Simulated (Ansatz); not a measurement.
**A sheet of SnO under strain**

A free-standing layer, 4 atoms in a cell of 3.821 × 3.821 Å at 90° (P4/nmm), 2.36 Å between its outer nuclei. Ansatz: PBE+D3(BJ), PAW, 420 eV, 6×6×1 mesh. It is strained by x per cent equally along both axes, atoms relaxed; y is the tensile stress along x per length. The small cell can't ripple, as a free sheet would under compression.

```
x (%) y (N/m)
 -4.0    -3.69
 -2.0    -1.67
  0.0     0.00
  2.0     1.34
  4.0     2.43
  7.0        ?
```

Question: Fit y = c1 x + c2 x² to the other rows, give the stiffness, and predict the missing row.

Answer: Least squares on the rows shown. y = 0.7625 x − 0.03949 x². The stiffness C11 + C12 is 100 c1 = 76 N/m. At x = 7.0 the fit asked for gives 3.40 N/m. The run gave 3.65 N/m, so the fit is 0.25 N/m too low, 3.4 % of the span of the series, against an rms of 0.02 N/m on the fitted rows. The row lies outside the fitted range. With a term in x³ added, a fit to the same known rows predicts 3.66 N/m, so most of the miss is curvature that the known rows already hold.